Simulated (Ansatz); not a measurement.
A relaxed cell of Al₂BN₃ is given with its symmetry left out. The cell was found from a structure generator's guess, not taken from experiment.

The calculation used DFT PBE, scalar-relativistic, plane waves, PAW (Ansatz 0.2.0). Cutoff 420 eV, Γ-centred mesh, Gaussian smearing, no spin polarisation.

```
Al B N
1.0
     2.96671    0.00000    0.00000
    -1.48335    2.56925    0.00000
     0.00000    0.00000   14.41085
Al B N
4 2 6
Direct
  0.66667 0.33333 0.17188
  0.66667 0.33333 0.49291
  0.33333 0.66667 0.67188
  0.33333 0.66667 0.99291
  0.66667 0.33333 0.84098
  0.33333 0.66667 0.34098
  0.66667 0.33333 0.30424
  0.66667 0.33333 0.62353
  0.66667 0.33333 0.94647
  0.33333 0.66667 0.12353
  0.33333 0.66667 0.44647
  0.33333 0.66667 0.80424
```

The zero of energy is the elements' standard structures at the same level (N₂ as a molecule); no fitted shifts are applied.

Task: What space group does it have?

Result: P6_3mc (No. 186), with Al and B ordered on wurtzite sites. Conventional cell: a = 2.967 Å, c = 14.411 Å. Al on its first site is surrounded by 4 N at 1.85–1.91 Å; Al on its second site has 4 N at 1.84–1.88 Å; B has 1 N at 1.52 Å and 3 N at 1.79 Å; N on its first site is surrounded by 3 B at 1.79 Å and 1 Al at 1.91 Å; 2 more sites not described.

Task: What is its formation energy per atom?

Result: −1.001 eV/atom.

Task: Is it a metal?

Result: No, the gap on the 12×12×2 mesh is 4.32 eV.

The last run used a 12×12×2 mesh (in the run's order of axes) for its 12-atom cell and Gaussian smearing of 0.02 eV. Kohn–Sham gaps at this level usually fall short of measured ones. A structure relaxed within its symmetry needn't be a true minimum. Another cell of Al2BN3 relaxed alike, in Cm, lies 99 meV/atom lower, so this cell isn't the stable form at this level.
